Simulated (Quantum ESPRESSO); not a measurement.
## Calculated data, AlInGa$_{2}$P$_{4}$ (made-up cell)

Calculation on a made-up crystal cell, not a measurement: periodic Kohn-Sham density functional theory in plane waves with PseudoDojo standard norm-conserving scalar-relativistic pseudopotentials, each functional with its own files (v0.5 for PBE, v0.4.1 for LDA and PBEsol), no spin polarisation, no spin-orbit coupling, atoms not relaxed, stress positive in tension, energies less a fixed whole-eV offset for each atom's element; levels are Kohn-Sham levels at fractions of this cell's reciprocal vectors, counted from the reference band (half the neutral cell's valence electrons, rounded up) at Gamma; error bars cover cutoff and k-mesh only, not smearing or the files; added strain carries the atoms with the cell, and shear is the tensor component; each bar is the largest change over components, and at least 0.002 eV, 0.002 eV per angstrom or 0.02 GPa; energies are for the whole cell, and the offsets were chosen from early runs and are not element reference energies. Program: Quantum ESPRESSO 7.5.

Common to all runs: lattice type zincblende/diamond; functional pbe; cutoff 1088 eV; fermi dirac smearing 0.025 eV; scf tolerance 1e-07 eV; electrons removed 0; k mesh 4 x 4 x 4, shifted by half a step.

(1) AlInGa$_{2}$P$_{4}$ (made-up cell)

```
AlInGa2P4
1.0
      5.5562     0.0583    -0.0066
      0.0583     5.5696    -0.0478
     -0.0066    -0.0478     5.4406
Ga In Al Ga P
1 1 1 1 4
Direct
  -0.00039 -0.01131 -0.00435
  0.00899 0.48895 0.52504
  0.51263 0.01286 0.49228
  0.49053 0.49278 0.01636
  0.25088 0.27013 0.24302
  0.24073 0.75499 0.74986
  0.74971 0.25456 0.76622
  0.74954 0.76036 0.27848
```

```
free energy less offsets : -1.075 eV
smearing term minus ts   : 0 eV
scf iterations           : 10
pressure                 : 6.552 GPa
stress xx                : -6.33 GPa
stress yy                : -6.213 GPa
stress zz                : -7.114 GPa
stress yz                : -3.08 GPa
stress xz                : 2.835 GPa
stress xy                : 1.018 GPa
error bar energy         : 0.00768 eV
error bar stress         : 0.02 GPa
error bar force          : 0.002 eV/Å
error bars from          : tighter rerun of this cell
```

Atoms:
```csv
atoms element,atom site,atom energy offset (eV)
Ga,1,-2080
In,2,-1808
Al,3,-64
Ga,4,-2080
P,5,-189
P,6,-189
P,7,-189
P,8,-189
```

Forces:
```csv
site,x (eV/Å),y (eV/Å),z (eV/Å)
1,-0.4301,0.5138,1.019
2,-1.112,0.1639,-0.6169
3,-1.312,0.6172,0.9435
4,0.8066,1.635,-0.5543
5,0.4412,-2.659,-0.4045
6,2.751,1.387,0.9686
7,-1.192,-1.24,0.6729
8,0.04755,-0.4183,-2.028
```

(2) AlInGa$_{2}$P$_{4}$ (made-up cell)

```
AlInGa2P4
1.0
      5.5562     0.0583    -0.0066
      0.0583     5.5696    -0.0478
     -0.0066    -0.0478     5.4406
Ga In Al Ga P
1 1 1 1 4
Direct
  -0.00039 -0.01131 -0.00435
  0.00899 0.48895 0.52504
  0.51263 0.01286 0.49228
  0.49053 0.49278 0.01636
  0.25088 0.27013 0.24302
  0.24073 0.75499 0.74986
  0.75613 0.25450 0.76623
  0.74954 0.76036 0.27848
```

```
pressure  : ?
stress zz : ?
stress xx : ?
stress xy : ?
```

Atoms:
```csv
atoms element,atom site,atom energy offset (eV)
Ga,1,-2080
In,2,-1808
Al,3,-64
Ga,4,-2080
P,5,-189
P,6,-189
P,7,-189
P,8,-189
```

## Withheld values
1. Give the missing pressure for AlInGa$_{2}$P$_{4}$ (made-up cell) (entry 2).
2. What stress zz does the calculation give for AlInGa$_{2}$P$_{4}$ (made-up cell) (entry 2)?
3. Estimate the stress xx of AlInGa$_{2}$P$_{4}$ (made-up cell) (entry 2).
4. What stress xy does the calculation give for AlInGa$_{2}$P$_{4}$ (made-up cell) (entry 2)?
5. Give the table of forces values for AlInGa$_{2}$P$_{4}$ (made-up cell) (entry 2).

Calculated values
1. 6.653 GPa
2. -7.198 GPa
3. -6.387 GPa
4. 0.9055 GPa
5. 
Forces:
```csv
site,x (eV/Å),y (eV/Å),z (eV/Å)
1,-0.3497,0.4396,1.077
2,-0.964,0.3114,-0.7636
3,-1.236,0.6713,1.005
4,0.9007,1.568,-0.627
5,0.4836,-2.66,-0.4047
6,2.791,1.39,0.9681
7,-1.663,-1.301,0.7766
8,0.03748,-0.419,-2.031
```

Further results for AlInGa$_{2}$P$_{4}$ (made-up cell) (entry 2):

```
free energy less offsets : -1.024 eV
smearing term minus ts   : 0 eV
scf iterations           : 10
stress yy                : -6.374 GPa
stress yz                : -2.729 GPa
stress xz                : 2.903 GPa
error bar energy         : 0.00768 eV
error bar stress         : 0.02 GPa
error bar force          : 0.002 eV/Å
error bars from          : tighter rerun of a related cell
```
